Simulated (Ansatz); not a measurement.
AgW:
```
CELL_PARAMETERS angstrom
      0.00000     2.66941     2.66941
      2.66941     0.00000     2.66941
      2.66941     2.66941     0.00000
ATOMIC_POSITIONS crystal
  Ag 0.00000 0.00000 0.00000
  W  0.50000 0.50000 0.50000
```

Relaxed with PBE. Special points in fractions of this cell's reciprocal vectors: Γ (0.000, 0.000, 0.000); X (0.500, 0.000, 0.500); U (0.625, 0.250, 0.625); K (0.375, 0.375, 0.750); L (0.500, 0.500, 0.500); W (0.500, 0.250, 0.750).

Problem. List the band energies nearest the Fermi level at these points for PBE with spin–orbit coupling in the plane-wave PAW code Ansatz.

Solution. In eV from the Fermi level; about four levels below and three above (degenerate sets whole), none deeper than 8.9 eV; points with the same levels are listed once.

```csv
k,below,above
Γ,-5.81 -5.81 -5.81 -5.81 -5.56 -5.56,0.48 0.48 0.48 0.48
X,-4.10 -4.10 -1.06 -1.06,0.12 0.12 1.05 1.05
U,-1.17 -1.17 -0.90 -0.90,0.16 0.16 1.01 1.01
L,-1.58 -1.58 -1.29 -1.29,0.58 0.58 0.91 0.91
W,-0.81 -0.81 -0.74 -0.74,1.23 1.23 2.78 2.78
```

Space group Fm-3m (rock salt). The start of the workflow was typed in or built on a structure type; neither database checked (COD, Materials Project) lists it. Whether it is the stable phase at ambient conditions was not checked. The cell was relaxed with PBE under the symmetry of its start; whether a distortion lowers the energy is not shown. No spin polarisation was allowed. The volume moved by 16 % from the start of the relaxation. Its formation energy is positive at this level, so the cell may be metastable or incomplete.

Potentials: the earlier of the program's two PAW sets.
